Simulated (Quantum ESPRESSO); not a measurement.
# Si6Ge2: one run as intended and one with a planted mistake

A calculation, not a measurement. The program is pw.x of Quantum ESPRESSO 7.5 (plane-wave density functional theory). The cell is made up: 8 atoms on a zincblende/diamond lattice, with randomly drawn elements, strain and displacements, not relaxed. PseudoDojo standard norm-conserving files (v0.5 for PBE, v0.4.1 for LDA and PBEsol) set the functional; there is no spin polarisation, spin-orbit coupling or dispersion term, and the masses in the input are unused placeholders.

Intended input:

```
&control calculation='scf', pseudo_dir='./dojo.nc.sr.pbe.v0_5.standard.upf', outdir='./o', disk_io='low', tprnfor=.true., tstress=.true. /
&system ibrav=0, nat=8, ntyp=2, nbnd=32, ecutwfc=77.98206166, nosym=.true., tot_charge=0,
 occupations='smearing', smearing='fd', degauss=0.0018374661
/
&electrons conv_thr=7.350e-09, electron_maxstep=60, /
ATOMIC_SPECIES
Ge 1.0 Ge.upf
Si 1.0 Si.upf
CELL_PARAMETERS angstrom
5.5563 0.0 0.0
0.0 5.5563 0.0
0.0 0.0 5.5563
ATOMIC_POSITIONS angstrom
Si 0.0408 -0.0091 -0.0207
Si -0.0498 2.8168 2.7604
Ge 2.7321 -0.0045 2.802
Ge 2.7724 2.7195 0.0185
Si 1.343 1.3423 1.4182
Si 1.449 4.2138 4.1797
Si 4.1936 1.3348 4.1473
Si 4.1399 4.1375 1.3932
K_POINTS automatic
4 4 4 1 1 1
```

The log is shortened where brackets say so; the opening notice, blank lines, dates and the lines on written files are dropped, and the path of the files is cut. It prints rydbergs, bohrs and kilobars, and counts compression as positive stress.

Log of the intended run:

```
     Program PWSCF v.7.5
     Parallel version (MPI & OpenMP), running on       4 processor cores
     Number of MPI processes:                 4
     Threads/MPI process:                     1
     [start-up lines left out]
     bravais-lattice index     =            0
     lattice parameter (alat)  =      10.4999  a.u.
     unit-cell volume          =    1157.5871 (a.u.)^3
     number of atoms/cell      =            8
     number of atomic types    =            2
     number of electrons       =        52.00
     number of Kohn-Sham states=           32
     kinetic-energy cutoff     =      77.9821  Ry
     charge density cutoff     =     311.9282  Ry
     scf convergence threshold =      7.3E-09
     mixing beta               =       0.7000
     number of iterations used =            8  plain     mixing
     Exchange-correlation= PBE
                           (   1   4   3   4   0   0   0)
     [axes and pseudopotential details left out]
   Cartesian axes
     site n.     atom                  positions (alat units)
         1        Si     tau(   1) = (   0.0073430  -0.0016378  -0.0037255  )
         2        Si     tau(   2) = (  -0.0089628   0.5069561   0.4968054  )
         3        Ge     tau(   3) = (   0.4917121  -0.0008099   0.5042924  )
         4        Ge     tau(   4) = (   0.4989651   0.4894444   0.0033296  )
         5        Si     tau(   5) = (   0.2417076   0.2415816   0.2552418  )
         6        Si     tau(   6) = (   0.2607851   0.7583824   0.7522452  )
         7        Si     tau(   7) = (   0.7547469   0.2402318   0.7464140  )
         8        Si     tau(   8) = (   0.7450822   0.7446502   0.2507424  )
     number of k points=    32  Fermi-Dirac smearing, width (Ry)=  0.0018
                       cart. coord. in units 2pi/alat
        k(    1) = (   0.1250000   0.1250000   0.1250000), wk =   0.0625000
        k(    2) = (   0.1250000   0.1250000   0.3750000), wk =   0.0625000
     [further k points left out]
     Dense  grid:   107783 G-vectors     FFT dimensions: (  60,  60,  60)
     Estimated max dynamical RAM per process >     181.06 MB
     Estimated total dynamical RAM >     645.31 MB
     Initial potential from superposition of free atoms
     starting charge      51.9947, renormalised to      52.0000
     Starting wfcs are   42 randomized atomic wfcs
     total cpu time spent up to now is        2.9 secs
     per-process dynamical memory:   129.7 Mb
     Self-consistent Calculation
     iteration #  1     ecut=    77.98 Ry     beta= 0.70
     Davidson diagonalization with overlap
     ethr =  1.00E-02,  avg # of iterations =  3.8
     Threshold (ethr) on eigenvalues was too large:
     Diagonalizing with lowered threshold
     Davidson diagonalization with overlap
     ethr =  3.18E-04,  avg # of iterations =  5.1
     total cpu time spent up to now is       12.0 secs
     total energy              =    -408.02848807 Ry
     estimated scf accuracy    <       0.18679169 Ry
     iteration #  2     ecut=    77.98 Ry     beta= 0.70
     Davidson diagonalization with overlap
     ethr =  3.59E-04,  avg # of iterations =  1.2
     total cpu time spent up to now is       15.2 secs
     total energy              =    -408.03493760 Ry
     estimated scf accuracy    <       0.01061932 Ry
     [iterations 3 to 7 left out]
     iteration #  8     ecut=    77.98 Ry     beta= 0.70
     Davidson diagonalization with overlap
     ethr =  1.98E-10,  avg # of iterations =  3.4
     total cpu time spent up to now is       43.2 secs
     total energy              =    -408.03652585 Ry
     estimated scf accuracy    <       0.00000003 Ry
     iteration #  9     ecut=    77.98 Ry     beta= 0.70
     Davidson diagonalization with overlap
     ethr =  5.01E-11,  avg # of iterations =  2.0
     total cpu time spent up to now is       46.7 secs
     End of self-consistent calculation
     [lines on levels left out]
!    total energy              =    -408.03652585 Ry
     estimated scf accuracy    <          1.2E-09 Ry
     smearing contrib. (-TS)   =      -0.00000000 Ry
     internal energy E=F+TS    =    -408.03652585 Ry
     The total energy is F=E-TS. E is the sum of the following terms:
     one-electron contribution =    -234.68258224 Ry
     hartree contribution      =     145.06444546 Ry
     xc contribution           =    -105.69764380 Ry
     ewald contribution        =    -212.72074528 Ry
     convergence has been achieved in   9 iterations
     Forces acting on atoms (cartesian axes, Ry/au):
     atom    1 type  2   force =    -0.02070574   -0.01232302    0.01247759
     atom    2 type  2   force =     0.02559202   -0.01193512    0.01996144
     atom    3 type  1   force =     0.03156223    0.00485853   -0.02208401
     atom    4 type  1   force =     0.00103483   -0.00284865   -0.00697430
     atom    5 type  2   force =    -0.01751222    0.02679242   -0.00384961
     atom    6 type  2   force =    -0.04549369   -0.04612234    0.00862577
     atom    7 type  2   force =     0.01147649    0.02164676    0.00583741
     atom    8 type  2   force =     0.01404608    0.01993142   -0.01399429
     Total force =     0.101158     Total SCF correction =     0.000079
     Computing stress (Cartesian axis) and pressure
          total   stress  (Ry/bohr**3)                   (kbar)     P=       -7.73
  -0.00005639   0.00000427   0.00001834           -8.30        0.63        2.70
   0.00000427  -0.00005491  -0.00004506            0.63       -8.08       -6.63
   0.00001834  -0.00004506  -0.00004627            2.70       -6.63       -6.81
     init_run     :      2.69s CPU      2.81s WALL (       1 calls)
     electrons    :     43.58s CPU     43.86s WALL (       1 calls)
     forces       :      0.87s CPU      0.89s WALL (       1 calls)
     stress       :      3.07s CPU      3.07s WALL (       1 calls)
     [timing details left out]
     PWSCF        :     50.33s CPU     50.78s WALL
     JOB DONE.
```

A second run has one planted mistake: the self-consistency threshold is too loose. The input lines that differ, file-writing options aside:

```
- &electrons conv_thr=7.350e-09, electron_maxstep=60, /
+ &electrons conv_thr=5.880e-02, electron_maxstep=60, /
```

Its log:

```
     Program PWSCF v.7.5
     Parallel version (MPI & OpenMP), running on       4 processor cores
     Number of MPI processes:                 4
     Threads/MPI process:                     1
     [start-up lines left out]
     bravais-lattice index     =            0
     lattice parameter (alat)  =      10.4999  a.u.
     unit-cell volume          =    1157.5871 (a.u.)^3
     number of atoms/cell      =            8
     number of atomic types    =            2
     number of electrons       =        52.00
     number of Kohn-Sham states=           32
     kinetic-energy cutoff     =      77.9821  Ry
     charge density cutoff     =     311.9282  Ry
     scf convergence threshold =      5.9E-02
     mixing beta               =       0.7000
     number of iterations used =            8  plain     mixing
     Exchange-correlation= PBE
                           (   1   4   3   4   0   0   0)
     [axes and pseudopotential details left out]
   Cartesian axes
     site n.     atom                  positions (alat units)
         1        Si     tau(   1) = (   0.0073430  -0.0016378  -0.0037255  )
         2        Si     tau(   2) = (  -0.0089628   0.5069561   0.4968054  )
         3        Ge     tau(   3) = (   0.4917121  -0.0008099   0.5042924  )
         4        Ge     tau(   4) = (   0.4989651   0.4894444   0.0033296  )
         5        Si     tau(   5) = (   0.2417076   0.2415816   0.2552418  )
         6        Si     tau(   6) = (   0.2607851   0.7583824   0.7522452  )
         7        Si     tau(   7) = (   0.7547469   0.2402318   0.7464140  )
         8        Si     tau(   8) = (   0.7450822   0.7446502   0.2507424  )
     number of k points=    32  Fermi-Dirac smearing, width (Ry)=  0.0018
                       cart. coord. in units 2pi/alat
        k(    1) = (   0.1250000   0.1250000   0.1250000), wk =   0.0625000
        k(    2) = (   0.1250000   0.1250000   0.3750000), wk =   0.0625000
     [further k points left out]
     Dense  grid:   107783 G-vectors     FFT dimensions: (  60,  60,  60)
     Estimated max dynamical RAM per process >     181.06 MB
     Estimated total dynamical RAM >     645.31 MB
     Initial potential from superposition of free atoms
     starting charge      51.9947, renormalised to      52.0000
     Starting wfcs are   42 randomized atomic wfcs
     total cpu time spent up to now is        2.8 secs
     per-process dynamical memory:   129.3 Mb
     Self-consistent Calculation
     iteration #  1     ecut=    77.98 Ry     beta= 0.70
     Davidson diagonalization with overlap
     ethr =  1.00E-02,  avg # of iterations =  3.8
     Threshold (ethr) on eigenvalues was too large:
     Diagonalizing with lowered threshold
     Davidson diagonalization with overlap
     ethr =  3.18E-04,  avg # of iterations =  5.1
     total cpu time spent up to now is       12.1 secs
     total energy              =    -408.02848807 Ry
     estimated scf accuracy    <       0.18679169 Ry
     iteration #  2     ecut=    77.98 Ry     beta= 0.70
     Davidson diagonalization with overlap
     ethr =  3.59E-04,  avg # of iterations =  1.2
     total cpu time spent up to now is       15.3 secs
     End of self-consistent calculation
     [lines on levels left out]
!    total energy              =    -408.03488833 Ry
     estimated scf accuracy    <       0.01061932 Ry
     smearing contrib. (-TS)   =      -0.00000000 Ry
     internal energy E=F+TS    =    -408.03488833 Ry
     The total energy is F=E-TS. E is the sum of the following terms:
     one-electron contribution =    -234.97896182 Ry
     hartree contribution      =     145.37600309 Ry
     xc contribution           =    -105.71118432 Ry
     ewald contribution        =    -212.72074528 Ry
     convergence has been achieved in   2 iterations
     Forces acting on atoms (cartesian axes, Ry/au):
     atom    1 type  2   force =    -0.01921525   -0.01167187    0.01171830
     atom    2 type  2   force =     0.02514654   -0.01186708    0.01863005
     atom    3 type  1   force =     0.02813595    0.00268220   -0.01907273
     atom    4 type  1   force =     0.00176895   -0.00205955   -0.00617859
     atom    5 type  2   force =    -0.01974374    0.02672624   -0.00509580
     atom    6 type  2   force =    -0.04758746   -0.04465278    0.00832910
     atom    7 type  2   force =     0.01431391    0.02201844    0.00543035
     atom    8 type  2   force =     0.01718108    0.01882440   -0.01376067
     Total force =     0.099936     Total SCF correction =     0.106669
     SCF correction compared to forces is large: reduce conv_thr to get better values
     Computing stress (Cartesian axis) and pressure
          total   stress  (Ry/bohr**3)                   (kbar)     P=      -15.15
  -0.00009043   0.00000651   0.00001593          -13.30        0.96        2.34
   0.00000651  -0.00011359  -0.00004489            0.96      -16.71       -6.60
   0.00001593  -0.00004489  -0.00010485            2.34       -6.60      -15.42
     init_run     :      2.57s CPU      2.67s WALL (       1 calls)
     electrons    :     12.25s CPU     12.46s WALL (       1 calls)
     forces       :      0.89s CPU      0.90s WALL (       1 calls)
     stress       :      3.07s CPU      3.07s WALL (       1 calls)
     [timing details left out]
     PWSCF        :     18.97s CPU     19.32s WALL
     JOB DONE.
```

|  | intended run | run with the mistake |
| --- | --- | --- |
| free energy (eV) | -5551.620 | -5551.597 |
| smearing term -TS (eV) | 0.0000 | 0.0000 |
| pressure (GPa) | -0.77 | -1.51 |
| largest force component (eV/Å) | 1.186 | 1.224 |
| largest change of a force component (eV/Å) |  | 0.088 |
| iterations | 9 | 2 |

For scale, a rerun of the intended cell at 1347 eV and a 6 x 6 x 6 mesh moved values by no more than 0.015 eV in energy, 0.03 GPa in stress and 0.002 eV/Å in force.